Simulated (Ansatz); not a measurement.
TiC (rock salt), conventional cell a = b = c = 4.333 Å, α = β = γ = 90.00°. The calculation uses the primitive cell of 2 atoms, to which meshes and values per cell refer.

Two coordinates are scanned: the volume, and the ratio of the stretch along z (the conventional c axis) to the stretch across it. Atoms keep their fractional coordinates.

Method: PBE (plane waves to 420 eV, PAW, scalar-relativistic; Ansatz, a quantum-chemistry and plane-wave program). k mesh 18×18×18 (Γ-centred), Fermi-Dirac smearing 0.05 eV. The energy includes the smearing's −TS. With partly filled bands, the response to shear is sensitive to the k mesh, so small differences along c/a are uncertain. TiC is run without spin polarisation. TiC was relaxed with its symmetry unable to fall. ΔE is measured from the relaxed starting cell.

```json
[
 {"ΔE (meV/atom)": "(c/a)/(c/a)₀ = 0.920", "V/V₀ = 0.960": "?", "V/V₀ = 0.980": "71", "V/V₀ = 1.000": "63", "V/V₀ = 1.020": "62", "V/V₀ = 1.040": "67"},
 {"ΔE (meV/atom)": "(c/a)/(c/a)₀ = 0.960", "V/V₀ = 0.960": "30", "V/V₀ = 0.980": "19", "V/V₀ = 1.000": "14", "V/V₀ = 1.020": "16", "V/V₀ = 1.040": "?"},
 {"ΔE (meV/atom)": "(c/a)/(c/a)₀ = 1.000", "V/V₀ = 0.960": "14", "V/V₀ = 0.980": "3", "V/V₀ = 1.000": "0", "V/V₀ = 1.020": "3", "V/V₀ = 1.040": "12"},
 {"ΔE (meV/atom)": "(c/a)/(c/a)₀ = 1.040", "V/V₀ = 0.960": "28", "V/V₀ = 0.980": "16", "V/V₀ = 1.000": "12", "V/V₀ = 1.020": "14", "V/V₀ = 1.040": "?"},
 {"ΔE (meV/atom)": "(c/a)/(c/a)₀ = 1.080", "V/V₀ = 0.960": "66", "V/V₀ = 0.980": "52", "V/V₀ = 1.000": "45", "V/V₀ = 1.020": "45", "V/V₀ = 1.040": "50"}
]
```

### Question
What belongs in the gaps?

### Answer

- (c/a)/(c/a)₀ = 0.920, V/V₀ = 0.960: 86
- (c/a)/(c/a)₀ = 0.960, V/V₀ = 1.040: 24
- (c/a)/(c/a)₀ = 1.040, V/V₀ = 1.040: 22

(A scan under strain: stresses follow from slopes of the energy per volume, elastic moduli from its curvatures.)
